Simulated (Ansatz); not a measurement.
SiC (zinc blende)

```xyz
2
Lattice="0.0000 2.1784 2.1784 2.1784 0.0000 2.1784 2.1784 2.1784 0.0000" Properties=species:S:1:pos:R:3 pbc="T T T"
C      3.2676     3.2676     3.2676
Si     0.0000     0.0000     0.0000
```

The slice is a {100} plane (indices of the conventional cell) through the point (0.750, 0.750, 0.750) (fractional), spanned by u = [100] and v = [0 1 -1] in vectors of this cell: u (3.08 Å) and v (3.08 Å, at 90° to u). It covers one period; positions are fractions (u, v).

All values below come from PBEsol (plane waves to 420 eV, PAW, scalar-relativistic; Ansatz, a first-principles code). k mesh 13×13×13. Inside the PAW spheres the values are not all-electron values, and peaks at nuclei hang on which shells count as valence. SiC was relaxed with its symmetry unable to fall.

Problem. Predict the map of the electrostatic potential energy of an electron, from the cell's mean on the slice.

Solution. 
```
|xxxxxxx:=--:.:--=:xxxxxx|
|xxxxxx -+=-:::-==- xxxxx|
|xxxxxx:+++==-==+++:xxxxx|
|xxxxx.+***+++++*#*+.xxxx|
|xxxx.=*###*****###*=.xxx|
|xx :+*%%%%#####%%%%*+: x|
|::-+*#%%@%%%%%%%@@%#*+-:|
|===+*#%@@@@@%@@@@@%##+==|
|-==+*#%%@@@@@@@@@%%#*+==|
|:--=+*#%@@@@@@@@@%#*+=--|
|.::=+*#%@@@@@@@@@%#*+=::|
|..:-+*#%%@@@@@@@%%#*+-:.|
|.::=+*#%@@@@@@@@@%#*+=::|
|:--=+*#%@@@@@@@@@%#*+=--|
|-==+*#%%@@@@@@@@@%%#*+==|
|===+*#%@@@@@%@@@@@%##+==|
|::-+*#%%@%%%%%%%@@%#*+-:|
|xx :+*%%%%#####%%%%*+: x|
|xxxx.=*###*****###*=.xxx|
|xxxxx.+***+++++*#*+.xxxx|
|xxxxxx:+++==-==+++:xxxxx|
|xxxxxx -+=-:::-==- xxxxx|
|xxxxxxx:=--:.:--=:xxxxxx|
|xxxxxxx:=-:...:-=:xxxxxx|
```
Scale: ten equal steps from 3.16 (start of ' ') to 9.58 (end of '@'), in the order ' .:-=+*#%@'. Values: electrostatic potential energy of an electron, from the cell's mean, in eV. The map has 24 points along u (one character each, u = 0 at the left) and 24 along v (v = 0 in the bottom row). Points within 0.8 Å of a nucleus are blanked (x), as the pseudised field means little there. The zero, the cell's mean, hangs on the PAW cores.
